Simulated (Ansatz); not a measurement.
Input:

Zr2N:
```xyz
6
Lattice="5.4141 0.0000 0.0000 0.0000 5.4141 0.0000 0.0000 0.0000 3.3034" Properties=species:S:1:pos:R:3 pbc="T T T"
Zr     1.6054     1.6054     0.0000
Zr     3.8087     3.8087     0.0000
Zr     1.1016     4.3125     1.6517
Zr     4.3125     1.1016     1.6517
N      0.0000     0.0000     0.0000
N      2.7071     2.7071     1.6517
```

This is the r²SCAN-relaxed structure.

Task: All from r²SCAN (plane waves, PAW; program Ansatz), unless another level is named. Give the formation energy from the elements (no fitted shifts).

Result: -1.38 eV/atom.

Task: Give the density of states at the Fermi level.

Result: 0.46 states/eV per atom (mean over ±0.08 eV).

Task: And the gap with spin–orbit coupling?

Result: none (metallic).

Space group P4_2/mnm (anti-rutile). The workflow started from a Materials Project entry (that database holds measured and hypothetical structures alike); the Crystallography Open Database copy checked does not list it. Its standing as an ambient phase is unchecked. The cell was relaxed with r²SCAN under the symmetry of its start; of distortions, only those at the zone centre were tested. The run is not spin-polarised. The references are the lowest solids computed at this level, not always the standard phases (solids in place of the gases). Spin–orbit coupling is left out wherever it is not named.

Potentials: the later of the program's two PAW sets.
